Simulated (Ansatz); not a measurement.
## Sc, first-principles data

Sc:
```yaml
crystal:
  lattice:
    - [3.31176, 0.00000, 0.00000]
    - [-1.65588, 2.86807, 0.00000]
    - [0.00000, 0.00000, 10.52657]
  atoms:
    - { symbol: Sc, position: [0.00000, 0.00000, 0.00000] }
    - { symbol: Sc, position: [0.00000, 0.00000, 0.50000] }
    - { symbol: Sc, position: [0.33333, 0.66667, 0.25000] }
    - { symbol: Sc, position: [0.66667, 0.33333, 0.75000] }
```

Space group P6_3/mmc (No. 194), dhcp (α-La type); conventional cell a = 3.3118 Å, b = 3.3118 Å, c = 10.5266 Å, α = 90.00°, β = 90.00°, γ = 120.00°.

Method: DFT-r²SCAN in the program Ansatz with PAW potentials. The cell and atoms are relaxed at this level. Other levels are named where they apply.

### Cell and energy

| Quantity | Result |
|---|---|
| Volume per atom | 25.00 Å³ |
| Density | 2.99 g/cm³ |

### Electronic structure

| Item | Result |
|---|---|
| Electronic character | metallic (no gap) |
| Density of states at the Fermi level | 2.1 states/eV per atom (mean over ±0.08 eV) |

### Mechanics

| Property | Result |
|---|---|
| Bulk modulus (Birch–Murnaghan fit) | 53.5 GPa |
| Pressure derivative B′ | 3.0 |
| Elastic constants (relaxed ions, GPa) | C11 = 86.9, C12 = 45.9, C13 = 31.8, C33 = 93.9, C44 = 25.5 |
| Mechanical stability | stable (all eigenvalues of C positive) |
| Hill bulk and shear moduli | 54.0 and 24.5 GPa |
| Young's modulus | 63.8 GPa |
| Poisson's ratio | 0.30 |
| Debye temperature from the elastic constants | 326 K |

The start of the workflow was typed in or built on a structure type. Its sites differ from those of the usual phase in this space group: another stacking or structure type. The r²SCAN relaxation kept the symmetry of its start; whether a distortion lowers the energy is not shown. The run is not spin-polarised. As this level gives no gap, shear constants depend on the k-mesh and smearing (Fermi–Dirac, 0.1 eV here). Axis ratios of metals converge slowly with the k-mesh, so a and c are less sure than the volume. On the denser mesh and wider smearing of the elastic run this cell carries a stress of 0.3 GPa.

Potentials: the later of the program's two PAW sets.
